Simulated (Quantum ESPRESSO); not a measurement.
**Cheap against tight settings: CsI**

```
CsI
1.0
    4.66521     0.00000     0.00000
    0.00000     4.66521     0.00000
    0.00000     0.00000     4.66521
Cs I
1 1
Direct
  0.00000   0.00000   0.00000
  0.50000   0.50000   0.50000
```
Geometry: a computed entry of the Materials Project; it was not checked against measured cells. It is CsI in Pm-3m. Stability against distortions was not tested.

Method: σ by PBE GIPAW on JTH datasets (Quantum ESPRESSO, modified build). The cutoff rises from row to row, with the meshes as listed. Costs are rough, from a shared machine. These are absolute shieldings with no macroscopic susceptibility term; δ = σ_ref − σ needs a reference computed alike. No spin–orbit coupling; Cs is the heaviest element present. No d partial waves on I: the paramagnetic term there is incompletely reconstructed. The structure is static (0 K, no zero-point motion).

```csv
setting,cutoff (Ha),k-mesh,σ_iso Cs (ppm),σ_iso I (ppm),f-sum rule missed by (%),rough cost ratio
A,12,3×3×3 shifted,5411.1,4673.0,0.95,about 1
B,20,6×6×6 shifted,5383.2,4519.3,0.01,4
C,30,8×8×8 shifted,5384.1,4514.2,0.00,10
```

Largest change from the last row but one to the last: σ_iso I (ppm) by -5.0.
